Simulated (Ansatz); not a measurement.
PbI$_{2}$:
```
PbI2
1.0
    4.46951     0.00000     0.00000
   -2.23476     3.87071     0.00000
    0.00000     0.00000     6.78453
Pb I
1 2
Direct
  0.00000   0.00000   0.00000
  0.33333   0.66667   0.27454
  0.66667   0.33333   0.72546
```

Relaxed with LDA.

Task: Map the electron localisation function on the plane through (0.000, 0.000, 0.000) spanned by u = [0, 0, 1] and v = [1, -1, 0] in lattice vectors, from plane-wave PAW LDA (Ansatz code).

Result: x is the fraction of u, y of v (the angle between them is 90°; rows are the nearest grid lines); atoms in the plane: Pb at (0.00, 0.00), I at (0.27, 0.33), I at (0.73, 0.67).
```
|00035543100000000000000000134553000|
|00245542100000000000000000123554200|
|33455432100000000000011111123455433|
|55544311000000000012467776543334455|
|33321100000000000147999999998643223|
|11110000000000000369999988899874221|
|10000000000000002699988765678898631|
|31000000000000014899885223246789863|
|31000000000000014899885223246789863|
|21000000000000013799987432357889852|
|10001133444321001379998887888998521|
|00124689999987410014799999999864210|
|01246899999999741001478999998642100|
|12589988878889997310012344433110001|
|25898875323478999731000000000000012|
|36898764232258899841000000000000013|
|36898764232258899841000000000000013|
|13689887656788999620000000000000001|
|12247899888999996300000000000001111|
|32234689999999974100000000000112333|
|55443334567776421000000000011344555|
|33455432111111000000000000123455433|
|00245532100000000000000000124554200|
|00035543100000000000000000134553000|
```
Scale: ten equal steps from 0.002 (start of '0') to 0.763 (end of '9'), in the order '0123456789'; x runs from 0.000 to 1.00, y from 0.000 (bottom) to 1.00 (top).

The density is the valence pseudo-density with augmentation charge, so density and ELF within about 1 Å of a nucleus are not all-electron values.

Space group P-3m1 (CdI2 type). The LDA relaxation kept the symmetry of its start. A crystal of weakly bound layers computed without a dispersion correction: the cell and the soft elastic constants depend strongly on that. Spin–orbit coupling is left out wherever it is not named.

Potentials: the later of the program's two PAW sets.
